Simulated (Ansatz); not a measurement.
## A sublattice moved along a line in CsCdCl3

Level of theory: DFT LDA, scalar-relativistic, plane waves, PAW (Ansatz). The runs took a 420 eV cutoff, a Γ-centred 6×6×6 mesh and Gaussian smearing (0.05 eV). Spin–orbit coupling is left out, which matters for the heavy elements here. No spin polarisation. Energies are free energies at this smearing, counted from the undisturbed cell; pressure is positive in compression.

Reference structure (as given, not relaxed at this level; it stands at -1.9 GPa, and it needn't be the usual structure):

```
CELL_PARAMETERS angstrom
5.20000 0.00000 0.00000
0.00000 5.20000 0.00000
0.00000 0.00000 5.20000
ATOMIC_POSITIONS crystal
Cs 0.00000 0.00000 0.00000
Cd 0.50000 0.50000 0.50000
Cl 0.00000 0.50000 0.50000
Cl 0.50000 0.00000 0.50000
Cl 0.50000 0.50000 0.00000
```

Every Cl atom is moved by x along the Cartesian unit vector (1.000, 0.000, 0.000); the cell and all other atoms stay fixed.

| x (Å) | ΔE (meV/cell) | force along x on the moved atoms (eV/Å) | pressure (GPa) | gap on the mesh (eV) |
| --- | --- | --- | --- | --- |
| -0.1000 | ? | 0.36 | -1.8 | ? |
| -0.0500 | 4.2 | 0.17 | -1.9 | 1.52 |
| 0.0000 | 0.0 | 0.00 | -1.9 | 1.51 |
| 0.0250 | 1.0 | -0.08 | -1.9 | 1.51 |
| 0.0625 | 6.6 | -0.21 | -1.8 | 1.52 |
| 0.0750 | ? | -0.26 | ? | 1.52 |
| 0.0875 | 13.1 | -0.31 | -1.8 | 1.53 |

By symmetry 0.1000 repeats -0.1000, -0.0750 repeats 0.0750, 0.0500 repeats -0.0500, -0.0250 repeats 0.0250 in energy; the slope of the energy along the path changes sign there.

Problem. Give the withheld values.

Solution. ΔE (meV/cell) at x (Å) = -0.1000: 17.2; gap on the mesh (eV) at x (Å) = -0.1000: 1.53; ΔE (meV/cell) at x (Å) = 0.0750: 9.5; pressure (GPa) at x (Å) = 0.0750: -1.8.

Many cubic perovskites lower their energy by tilts or polar distortions; a scan of this one displacement doesn't rule them out.